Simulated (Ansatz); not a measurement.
## LaGaO$_{3}$: the gap from level to level

A database entry relaxed whole under r2SCAN at zero pressure (R-3c, No. 167):

```
La Ga O
1.0
     2.76536    1.59658    4.45012
    -2.76536    1.59658    4.45012
     0.00000   -3.19316    4.45012
La Ga O
2 2 6
Direct
  0.25000 0.25000 0.25000
  0.75000 0.75000 0.75000
  0.00000 0.00000 0.00000
  0.50000 0.50000 0.50000
  0.81105 0.68895 0.25000
  0.25000 0.81105 0.68895
  0.68895 0.25000 0.81105
  0.18895 0.31105 0.75000
  0.75000 0.18895 0.31105
  0.31105 0.75000 0.18895
```

Its volume is 11.79 Å³ an atom, -1.0 % against the entry's 11.91, a cell as deposited in COD (1999).

Single points on this cell with plane-wave PAW DFT (Ansatz 0.2.0; r2SCAN 500 eV, hybrids 420 eV; fermi-dirac occupations of width 0.020 eV; no moments): r2SCAN on a 6×6×6 Γ-centred mesh; r2SCAN with spin-orbit coupling on a 4×4×4 Γ-centred mesh; HSE06 on a 4×4×4 Γ-centred mesh; PBE0 on a 4×4×4 Γ-centred mesh.

How do gap, pressure and charges move from level to level?

The runs give:

```json
{"level": "r2SCAN", "gap (eV), or kind": "4.46", "pressure (GPa)": "0.0", "Bader charge of La (e)": "+2.15", "Bader charge of Ga (e)": "+2.01", "Bader charge of O (e)": "-1.39"}
{"level": "r2SCAN with spin-orbit coupling", "gap (eV), or kind": "4.46", "pressure (GPa)": "0.0", "Bader charge of La (e)": "+2.16", "Bader charge of Ga (e)": "+2.01", "Bader charge of O (e)": "-1.39"}
{"level": "HSE06", "gap (eV), or kind": "its mesh misses the band edges", "pressure (GPa)": "-1.0", "Bader charge of La (e)": "+2.21", "Bader charge of Ga (e)": "+2.01", "Bader charge of O (e)": "-1.41"}
{"level": "PBE0", "gap (eV), or kind": "its mesh misses the band edges", "pressure (GPa)": "-0.9", "Bader charge of La (e)": "+2.21", "Bader charge of Ga (e)": "+2.01", "Bader charge of O (e)": "-1.41"}
```

Under r2SCAN the gap is 4.46 eV, over mesh and band path. Spin-orbit coupling moves the r2SCAN gap by +0.00 eV. The charge on La goes from +2.15 to +2.21 e under HSE06.

Caveats: the relaxation kept the start's symmetry; hybrid pressures are good to a few tenths of a GPa; pressure is positive in compression.
